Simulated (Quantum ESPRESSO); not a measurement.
W3Ga3HfMg, one composition in several site orders

Simulated, not a measurement. The program is pw.x of Quantum ESPRESSO 7.5 (plane-wave density functional theory). The cell is made up: eight metal atoms on a face-centred cubic lattice, with elements, volume, strain and displacements drawn at random and not relaxed, so it may be unstable or far from any real phase. PseudoDojo standard norm-conserving files set the functional (PBE unless stated); there is no spin polarisation or spin-orbit coupling, the Fermi-Dirac width of 0.25 eV means electrons at about 2900 K, and the masses in the input are unused placeholders. Heavy elements are run without spin-orbit coupling, which real alloys of them have. A spin test at this wide smearing found no moment, but such smearing suppresses magnetism that the real alloy may have.

The runs put one composition on the sites in different orders. Cell, positions, cutoff, mesh and smearing stay as in the input of run 1; sites are counted in its order. Stress in the tables is positive in tension.

Input of run 1:

```
&control calculation='scf', pseudo_dir='./dojo.nc.sr.pbe.v0_5.standard.upf', outdir='./o', disk_io='minimal', tprnfor=.true., tstress=.true. /
&system ibrav=0, nat=8, ntyp=4, nbnd=65, ecutwfc=84.00895049, nosym=.true., tot_charge=0,
 occupations='smearing', smearing='fd', degauss=0.0183746611
/
&electrons conv_thr=1.470e-08, electron_maxstep=70, mixing_beta=0.5 /
ATOMIC_SPECIES
Ga 1.0 Ga.upf
Hf 1.0 Hf.upf
Mg 1.0 Mg.upf
W 1.0 W.upf
CELL_PARAMETERS angstrom
-4.2498 -0.0395 -0.0144
-0.0251 -4.1837 4.1822
0.0665 6.3098 2.1254
ATOMIC_POSITIONS angstrom
W 0.0115 -0.0184 -0.0391
W -0.0055 2.1381 2.0963
Ga -0.0151 -2.0993 2.0127
Hf 0.0094 0.0404 4.2199
Ga -2.0467 4.1665 2.1922
W -2.1255 0.0264 2.112
Mg -2.0923 2.0261 4.1925
Ga -2.131 -2.1574 4.2606
K_POINTS automatic
6 5 4 1 1 1
```

| run | elements on sites 1 to 8 | free energy less that of run 1 (eV) | -TS (eV) | pressure (GPa) | stress xx (GPa) | stress yy (GPa) | stress zz (GPa) | stress yz (GPa) | stress xz (GPa) | stress xy (GPa) | iterations |
| --- | --- | --- | --- | --- | --- | --- | --- | --- | --- | --- | --- |
| 1 | W W Ga Hf Ga W Mg Ga | 0.000 | -1.325 | -12.78 | 14.74 | 13.22 | 10.39 | -0.17 | 0.48 | 0.79 | 15 |
| 2 | Ga W Ga Ga Hf W W Mg | -0.400 | -1.293 | -13.02 | 15.51 | 12.21 | 11.34 | 0.59 | -0.02 | 0.80 | 13 |
| 3 | Ga Hf Ga Mg W W W Ga | 0.335 | -1.329 | -11.21 | 10.43 | 11.83 | 11.36 | 2.70 | 0.28 | 0.94 | 15 |
| 4 | Ga W Ga Mg W Ga Hf W | -0.084 | -1.288 | -12.41 | 13.99 | 10.98 | 12.24 | 2.61 | 0.41 | 0.48 | 13 |
| 5 | Mg Hf Ga W Ga Ga W W | -0.192 | -1.221 | -12.22 | 13.71 | 13.41 | 9.55 | -0.08 | 0.26 | 0.83 | 13 |
| 6 | Ga W W Ga Mg Hf W Ga | 0.011 | -1.389 | -12.42 | 15.35 | 10.38 | 11.53 | 0.43 | -0.13 | 0.81 | 13 |

Forces Fx Fy Fz (eV/Å):

```
site             run 1             run 2             run 3             run 4              run 5              run 6
   1   -0.08 0.76 1.70   -0.04 0.50 0.38  -0.04 -0.49 0.05   -0.06 0.41 0.28  -0.02 -0.02 -0.20    -0.02 0.03 0.03
   2   0.18 -1.36 0.25   0.21 -1.53 1.62   0.26 -0.69 0.68  -0.12 0.65 -1.21     0.34 0.07 0.49     0.13 0.13 1.31
   3   -0.02 0.09 0.09   0.02 -0.24 0.13   0.00 0.13 -0.17  -0.03 -0.47 0.04    0.02 -0.18 1.39    0.13 -1.60 0.86
   4  0.14 -1.15 -0.69  0.06 -0.04 -0.17  0.10 -0.02 -0.11  0.13 -0.77 -0.12  -0.03 -0.32 -0.87   0.00 -0.19 -0.18
   5  -0.14 0.54 -0.08  -0.26 0.06 -0.42   -0.33 0.51 0.21   0.05 -0.90 0.36  -0.24 -0.19 -1.02  -0.22 -0.06 -0.78
   6   0.05 0.34 -1.41    0.00 1.42 0.73  0.12 -0.28 -0.18  0.05 -0.09 -0.08     0.04 0.27 0.57    -0.03 0.06 0.19
   7   -0.13 0.76 0.15  0.04 -0.18 -1.45  -0.09 0.50 -0.24  -0.05 0.65 -0.28    0.05 -0.37 0.64    0.02 1.69 -0.62
   8    0.00 0.03 0.01  -0.04 0.00 -0.82  -0.02 0.34 -0.24    0.02 0.52 1.00   -0.16 0.73 -0.99   0.00 -0.06 -0.81
```

The sites are displaced and not relaxed, so the energy differences mix bonding between neighbours with strain and are not ordering energies. A rerun of one cell of this series at a higher cutoff and on a denser mesh moved values by no more than 0.009 eV in energy, 0.05 GPa in stress and 0.012 eV/Å in force, and a second program with other atomic files agreed on that cell to 2 % rms in force and 0.5 GPa in pressure.